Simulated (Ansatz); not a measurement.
Field gradients of NaYTaP₃O₁₂ from run to run

Cell of run 1: a Materials Project structure (computed, not necessarily an observed phase).

```cif
data_NaYTaP3O12
_symmetry_space_group_name_H-M 'R3c:H'
_symmetry_Int_Tables_number 161
_cell_length_a 8.9855
_cell_length_b 8.9855
_cell_length_c 23.2229
_cell_angle_alpha 90.000
_cell_angle_beta 90.000
_cell_angle_gamma 120.000
loop_
_atom_site_label
_atom_site_type_symbol
_atom_site_symmetry_multiplicity
_atom_site_Wyckoff_symbol
_atom_site_fract_x
_atom_site_fract_y
_atom_site_fract_z
Na Na 6 a 0.0000 0.0000 0.5031
Y Y 6 a 0.0000 0.0000 0.6457
Ta Ta 6 a 0.0000 0.0000 0.3524
P P 18 b 0.6319 0.6804 0.4162
O13 O 18 b 0.1944 0.9888 0.6964
O19 O 18 b 0.8332 0.0329 0.3042
O25 O 18 b 0.1999 0.1998 0.5900
O31 O 18 b 0.8103 0.8530 0.4095
```

One atom of each set is listed; the run and its k-mesh use a cell of 36 atoms with edges of 9.32, 9.32, 9.32 Å.

All runs are DFT with Ansatz 0.2.0 (plane waves and PAW, scalar-relativistic unless spin–orbit coupling is named, Γ-centred meshes, Fermi–Dirac smearing where given) in this cell.

Run 1: PBE, atoms as given; 420 eV, 3×3×3 k-points, smearing 0.02 eV.
Run 2: r2SCAN, atoms as given; 500 eV, 3×3×3 k-points, smearing 0.02 eV.
Run 3: PBE, atoms as given; 350 eV, 3×3×3 k-points, smearing 0.02 eV; this cutoff lies below the one recommended for these PAW files.

```tsv
run	Ta V_zz (η)	O19 V_zz (η)	O31 V_zz (η)
1	-7.12 (0.00)	10.86 (0.09)	10.38 (0.24)
2	-7.37 (0.00)	11.09 (0.09)	10.61 (0.25)
3	?	?	?
```

V_zz in 10²¹ V/m²; 3 of the 8 sets of like atoms are followed.

Task: Estimate the row of run 3.

Result: Ta: -7.10 (0.00); O19: 10.69 (0.09); O31: 10.23 (0.24). It lies nearest to run 1, from whose tensors on these sites it differs by 0.17 at most (largest principal value of the difference, on O19). Taken one at a time, the functional (r2SCAN with its higher cutoff) moves the tensors on these sites by up to 0.25 (largest principal value of the change, on Ta), the cutoff by 0.17 (O19).

Without spin–orbit coupling the gradients at and beside Ta can be off by some per cent, at some sites by more. With these PAW files V_zz is typically within 2 to 3 % of all-electron values, but misses above 10 % occur on Ta. In runs 1, 2, 3 the atoms aren't at the calculated equilibrium (largest force 0.30, 0.42, 0.30 eV/Å).
